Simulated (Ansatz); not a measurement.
A relaxation computed with Ansatz, from input to last step.

```yaml
crystal:
  lattice:
    - [-3.8869235801, -3.8946864544, -0.0013003069]
    - [0.0218500453, 3.874136716, 3.8993052414]
    - [-3.8061185884, 3.8125811558, -3.8595997266]
  atoms:
    - { symbol: Cu, position: [0.330580623, 0.1584501479, 0.6538110131] }
    - { symbol: Cu, position: [0.6525923129, 0.3196387546, 0.3344184373] }
    - { symbol: Cu, position: [0.1664119773, 0.3193695502, 0.3348968024] }
    - { symbol: Rh, position: [0.8170445392, 0.6517745033, 0.6675805902] }
    - { symbol: Ag, position: [0.5084404964, 0.0237953633, 0.9989565621] }
    - { symbol: Ag, position: [0.0126557151, 0.0242287918, 0.9986335884] }
    - { symbol: Ir, position: [0.840388599, 0.181865328, 0.6444135272] }
    - { symbol: Ir, position: [0.5129820865, 0.5282339229, 0.0088060127] }
    - { symbol: Ir, position: [0.0074716081, 0.5193599721, 0.9999695592] }
    - { symbol: Ir, position: [0.3290423003, 0.6475139513, 0.6677088689] }
    - { symbol: Ir, position: [0.6546036957, 0.8112619018, 0.3497533962] }
    - { symbol: Ir, position: [0.1475572812, 0.7981630154, 0.3390362243] }
  symmetry: { detect: false }
basis:
  ecutwfc: 420
kpoints:
  mp_grid: { grid: [4, 4, 3] }
hamiltonian:
  xc: pbe
scf:
  occupations: { method: gaussian, width: 0.1 }
  lower_state_search: "off"
output:
  forces: true
  stress: true
  eigenvalues: true
relax:
  adjacent_minimum: "off"
  f_tol: 0.04
  max_steps: 25
  cell: { stress_tol: 0.3 }
```

```bash
ansatz run input.yaml --threads 4 --pin off --max-ram 9216MiB --backend cpu --events-out ev --progress --plain --runs-dir out
```

Computed with DFT PBE, scalar-relativistic, plane waves, PAW (Ansatz 0.2.0).

Of 4 frames 3 are shown, positions in Å and forces in eV/Å; the SCF threshold varies from step to step. Steps run on the plane waves of an earlier cell, with a Pulay correction in the pressure. The basis is chosen afresh for the last frame, the zero of the energies, and at times for earlier ones too; energy and pressure can step there, also at an unchanged geometry. Where two frames share a geometry here, they differ by under 2 meV/atom and 0.3 GPa.

```xyz
12
Lattice="-3.8869 -3.8947 -0.0013 0.0219 3.8741 3.8993 -3.8061 3.8126 -3.8596" Properties=species:S:1:pos:R:3:forces:R:3 pbc="T T T" step=1 free_energy_over_end_meV_per_atom=2.41 pressure_GPa=0.27
Cu   -3.7700    1.8191   -1.9060   -0.0048    0.0109   -0.0307
Cu   -3.8024   -0.0283   -0.0452    0.0745   -0.0157   -0.0051
Cu   -1.9145    1.8660   -0.0475    0.0000   -0.0501   -0.0153
Rh   -5.7024    1.8881   -0.0362   -0.2098   -0.0100   -0.0356
Ag   -5.7779    1.9206   -3.7634   -0.0078    0.0128    0.0590
Ag   -3.8496    3.8519   -3.7599   -0.0165    0.0092    0.0375
Ir   -5.7153   -0.1116   -1.7791    0.0608    0.0252   -0.1466
Ir   -2.0159    0.0821    2.0251   -0.0230    0.0301   -0.0521
Ir   -3.8237    5.7954   -1.8343    0.1427   -0.1669    0.0605
Ir   -3.8062    3.7727   -0.0527   -0.0436    0.1621   -0.0099
Ir   -3.8579    1.9269    1.8126    0.0184    0.0570    0.1586
Ir   -1.8465    3.8101    1.8035    0.0092   -0.0647   -0.0202
12
Lattice="-3.8479 -3.8561 0.0013 -0.0091 3.8637 3.9439 -3.8025 3.8119 -3.8831" Properties=species:S:1:pos:R:3:forces:R:3 pbc="T T T" step=2 free_energy_over_end_meV_per_atom=0.20 pressure_GPa=0.09
Cu   -3.7601    1.8324   -1.9101    0.0246    0.0013    0.0078
Cu   -3.7825   -0.0067   -0.0359    0.0196    0.0065    0.0108
Cu   -1.9158    1.8700   -0.0434   -0.0068   -0.0166   -0.0054
Rh   -5.7055    1.9082   -0.0223   -0.0316   -0.0657    0.0524
Ag   -5.7555    1.9404   -3.7777    0.0058    0.0049   -0.0618
Ag   -3.8491    3.8517   -3.7802   -0.0017   -0.0062   -0.0604
Ir   -5.6804   -0.0790   -1.7964    0.0223   -0.0248   -0.0284
Ir   -2.0188    0.1027    2.0466   -0.0620    0.0460    0.0204
Ir   -3.8224    5.7710   -1.8310   -0.0294    0.0217    0.0389
Ir   -3.8120    3.7904   -0.0408    0.0790    0.0186    0.0567
Ir   -3.8571    1.9521    1.8501   -0.0566    0.0434    0.0216
Ir   -1.8569    3.7955    1.8288    0.0368   -0.0289   -0.0525
12
Lattice="-3.8442 -3.8553 0.0014 -0.0093 3.8631 3.9495 -3.8023 3.8146 -3.8916" Properties=species:S:1:pos:R:3:forces:R:3 pbc="T T T" step=4 free_energy_over_end_meV_per_atom=0.00 pressure_GPa=-0.09
Cu   -3.7569    1.8356   -1.9127    0.0042    0.0093    0.0084
Cu   -3.7773   -0.0040   -0.0374    0.0117    0.0107    0.0038
Cu   -1.9157    1.8692   -0.0464   -0.0094   -0.0121   -0.0018
Rh   -5.7063    1.9040   -0.0192   -0.0043   -0.0051   -0.0019
Ag   -5.7535    1.9454   -3.7905   -0.0195   -0.0041    0.0183
Ag   -3.8516    3.8541   -3.7934    0.0002    0.0176    0.0229
Ir   -5.6756   -0.0766   -1.8048   -0.0165    0.0105   -0.0029
Ir   -2.0240    0.1077    2.0525    0.0151   -0.0196   -0.0247
Ir   -3.8215    5.7698   -1.8333    0.0115   -0.0109   -0.0144
Ir   -3.8045    3.7943   -0.0375    0.0129    0.0069    0.0011
Ir   -3.8608    1.9585    1.8548   -0.0049   -0.0035    0.0166
Ir   -1.8505    3.7903    1.8237   -0.0009    0.0000   -0.0255
```

It took 30 s on 4 threads of Intel(R) Xeon(R) Platinum 8559C (Emerald Rapids), with other jobs on the host, peak memory 1.1 GiB.

The k mesh is coarse. Spin–orbit coupling is left out, which can shift energies with elements as heavy as these.